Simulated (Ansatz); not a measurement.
Here is the system:

Ta2C:
```yaml
crystal:
  lattice:
    - [3.10981, 0.00000, 0.00000]
    - [-1.55491, 2.69318, 0.00000]
    - [0.00000, 0.00000, 4.94344]
  atoms:
    - { symbol: Ta, position: [0.33333, 0.66667, 0.25352] }
    - { symbol: Ta, position: [0.66667, 0.33333, 0.74648] }
    - { symbol: C, position: [0.00000, 0.00000, 0.00000] }
```

This is the r²SCAN-relaxed structure.

**Question.** All from plane-wave PAW r²SCAN (Ansatz code), unless another level is named. Predict the electronic character.

**Answer.** metallic (no gap).

**Question.** Give the formation energy from the elements (no fitted shifts).

**Answer.** -0.70 eV/atom.

**Question.** Give the density of states at the Fermi level.

**Answer.** 0.20 states/eV per atom (mean over ±0.08 eV).

Space group P-3m1. The workflow started from an entry of the Crystallography Open Database (COD, 293 K). Whether it is the stable phase at ambient conditions was not checked. The cell was relaxed with r²SCAN under the symmetry of its start; whether a distortion lowers the energy is not shown. The run is not spin-polarised. The references are the lowest solids computed at this level, not always the standard phases. Scalar-relativistic: spin–orbit coupling is off unless named, which matters more the heavier the elements.

Potentials: the later of the program's two PAW sets.
